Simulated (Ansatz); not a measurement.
A generator proposed this cell of MgW₂Se₆.

```cif
data_structure
_symmetry_space_group_name_H-M 'Fm-3m'
_symmetry_Int_Tables_number 225
_cell_length_a 9.8658
_cell_length_b 9.8658
_cell_length_c 9.8658
_cell_angle_alpha 90.000
_cell_angle_beta 90.000
_cell_angle_gamma 90.000
_cell_volume 960.29
loop_
_atom_site_label
_atom_site_type_symbol
_atom_site_symmetry_multiplicity
_atom_site_Wyckoff_symbol
_atom_site_fract_x
_atom_site_fract_y
_atom_site_fract_z
_atom_site_occupancy
Mg1 Mg 4 a 0.00000 0.00000 0.00000 1
W1 W 8 c 0.25000 0.25000 0.75000 1
Se1 Se 24 d 0.00000 0.75000 0.75000 1
```

All numbers below come from Ansatz 0.2.0, DFT PBE, scalar-relativistic, plane waves, PAW. Settings: cutoff 420 eV, Γ-centred mesh 4×4×4 on the computed 9-atom cell, Gaussian smearing of 0.10 eV; no spin polarisation.

The zero of energy is the elements' standard structures at the same level; no fitted shifts are applied.

Question: Estimate its pressure, forces and energy as it stands.

Answer: The pressure is 1.2 GPa (it wants to expand), the largest force is 0.00 eV/Å (symmetry fixes the atoms), and the energy is +0.14 eV/atom against the elements. The shortest distance is 2.47 Å.

Question: How much does it gain on relaxing, and where does it end?

Answer: Relaxing gains under 0.1 eV/atom (the start's value is from the coarse mesh, so the gain is rough) in 4 ionic steps and ends at +0.14 eV/atom on the finer mesh. The symmetry stays Fm-3m (No. 225). The volume per atom grows by 1.6 %, from 26.7 to 27.1 Å³. The shortest distance goes from 2.47 Å (W–Se) to 2.48 Å (W–Se). Conventional cell: a = 9.917 Å. Mg is surrounded by 12 Se at 3.51 Å; around W lie 6 Se at 2.48 Å; around Se lie 2 W at 2.48 Å, 2 Mg at 3.51 Å and 8 Se at 3.51 Å.

The last run used an 8×8×8 mesh for its 9-atom cell and Gaussian smearing of 0.10 eV. These runs have no spin–orbit coupling, which can matter for W. The reference form of Se is held partly by dispersion forces, which this level lacks. The relaxation can't lower the symmetry of the start. A structure relaxed within its symmetry needn't be a true minimum.
